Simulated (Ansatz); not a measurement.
ZnS (NiAs type, P6_3/mmc), r²SCAN in the plane-wave PAW code Ansatz. The conduction-band minimum lies at K, with 2 equivalent valleys. Second derivatives d²E/dk² of the lowest band at one valley (eV·Å²), along Cartesian directions:

| direction | d²E/dk² |
|---|---|
| [100] | 24.37 |
| [010] | 24.37 |
| [001] | 36.06 |
| [110] | 24.37 |
| [101] | 30.22 |
| [011] | 30.22 |

Question: Find the principal effective masses, the density-of-states mass and the conductivity mass.

Answer: Off-diagonal terms follow from H_xy = H[110] − (H_xx + H_yy)/2, and m*/mₑ = 7.620 eV·Å² over each eigenvalue: 0.21, 0.31, 0.31. One valley's DOS mass (m₁m₂m₃)^(1/3) = 0.27, conductivity mass 3/(Σ 1/mᵢ) = 0.27 mₑ.

Question: What effective density of states Nc follows at 300 K for parabolic valleys?

Answer: Nc = 2.509e19 × 2 × (0.27)^(3/2) ≈ 7.0e18 cm⁻³.

The start of the workflow was typed in or built on a structure type; neither database checked (COD, Materials Project) lists it. It is not the phase usual at ambient conditions (space group No. 186, 216). Symmetry was held in the r²SCAN relaxation; its stability against distortions is not shown here.

Potentials: the later of the program's two PAW sets.

Edges and masses are those of Kohn–Sham bands, whose gap is no quasiparticle gap.
